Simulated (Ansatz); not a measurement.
**Relaxing a structure of CdSe**

The start is a relaxed CdSe cell with every coordinate shifted by Gaussian noise of σ = 0.45 Å. A full variable-cell relaxation at zero pressure is run with r2SCAN (plane waves to 500 eV, PAW, scalar-relativistic; Ansatz, an electronic-structure program). The first steps use a coarse 6×6×2 k-mesh.

Starting cell:
```yaml
crystal:
  lattice:
    - [4.33910, 0.00000, 0.00000]
    - [-2.16955, 3.75777, 0.00000]
    - [0.00000, 0.00000, 14.15758]
  atoms:
    - { symbol: Cd, position: [0.07006, 0.95960, 0.03133] }
    - { symbol: Cd, position: [0.90841, 0.88083, 0.54745] }
    - { symbol: Cd, position: [0.78411, 0.22306, 0.76487] }
    - { symbol: Cd, position: [0.24736, 0.50133, 0.17978] }
    - { symbol: Se, position: [0.07134, 0.99002, 0.77606] }
    - { symbol: Se, position: [0.08826, 0.96653, 0.36067] }
    - { symbol: Se, position: [0.76682, 0.38020, 0.58018] }
    - { symbol: Se, position: [0.13337, 0.61824, 0.02550] }
```

```yaml
energy_released: about 2.9 eV/atom
relative_to_the_parent: It relaxes back to the parent, P6₃mc (No. 186)
Shortest distances (start → end): "The closest pairs of elements (up to four, under 3.6 Å), start → end: Cd–Se 1.64 → 2.65 Å; Cd–Cd 2.95 → 4.33 Å; Se–Se 3.60 → 4.33 Å"
band_gap_at_the_end: 1.07 eV, direct at Γ (no spin-orbit coupling)
optimiser_moves: 11
```

It ends as:

Space group P6₃mc (No. 186); a = b = 4.3381 Å, c = 14.1600 Å, α = β = 90.00°, γ = 120.00°

```json
[
 {"atom": "Cd", "site": "2a", "symmetry": "3m.", "x": "0.0000", "y": "0.0000", "z": "0.0022"},
 {"atom": "Cd", "site": "2b", "symmetry": "3m.", "x": "0.3333", "y": "0.6667", "z": "0.2520"},
 {"atom": "Se", "site": "2a", "symmetry": "3m.", "x": "0.0000", "y": "0.0000", "z": "0.3145"},
 {"atom": "Se", "site": "2b", "symmetry": "3m.", "x": "0.3333", "y": "0.6667", "z": "0.0642"}
]
```

Final values are on a 9×9×3 k-mesh of the relaxed cell. The start holds a very short contact (Cd–Se 1.64 Å). No spin polarisation in the result.

The first start was generated by placing the elements on the sites of a structure type. A measured structure of CdSe has the same space group, P6₃mc (No. 186); the sites were not compared with it.
